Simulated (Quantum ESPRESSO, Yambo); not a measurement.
Ba₂MoZnO₆ (space group Fm-3m, No. 225). The geometry is that of Materials Project entry mp-1206097, symmetrised and not relaxed again. Chain: PBEsol (Quantum ESPRESSO, PseudoDojo norm-conserving, 84 Ry, without SOC); G0W0 in Yambo (2×2×2 Γ-centred k mesh, bands 6 to 222 and a 7 Ry block in the screening, 222 bands in G with the Bruneval-Gonze terminator, plasmon pole fitted at 27.2 eV); BSE (4×4×4 mesh, 17 valence and 6 conduction bands, static screening with 94 bands and a 3 Ry block, scissor 1.32 eV, Tamm-Dancoff).

| Quantity | Value |
|---|---|
| PBEsol gap (dense path) | 2.15 eV |
| PBEsol gap Γ → X on the GW mesh | 2.15 eV |
| PBEsol smallest direct gap on the GW mesh, at X | 2.19 eV |
| G0W0 direct gap at that point | 3.51 eV |
| G0W0 correction to the gap Γ → X | 1.32 eV |
| direct gap on the BSE mesh, with the scissor | 3.51 eV |
| first BSE state allowed for light along x | 3.17 eV |
| lowest BSE state | 2.75 eV |
| binding of the lowest exciton | 0.77 eV |

Rough cost of the Yambo steps against G0W0 for 6 states: BSE about 2×.

Nearest settings tried, and what they do to the gap: 151 bands in G: +10 meV; 151 bands in W, 151 bands in G: +47 meV; 6 Ry block (283 vectors against 331): -2 meV. Not varied: mesh. So the settings aren't converged at that level. Oxides, nitrides and fluorides with a shallow 3d shell are known to need far more bands and larger blocks. The k mesh is coarse. The BSE states are vertical excitations (zero momentum). Convergence of the binding with the mesh was not shown.

Spin-orbit splittings are left out.

The structure is a Materials Project entry; no match was found in the copy of COD used, and its stability was not checked.
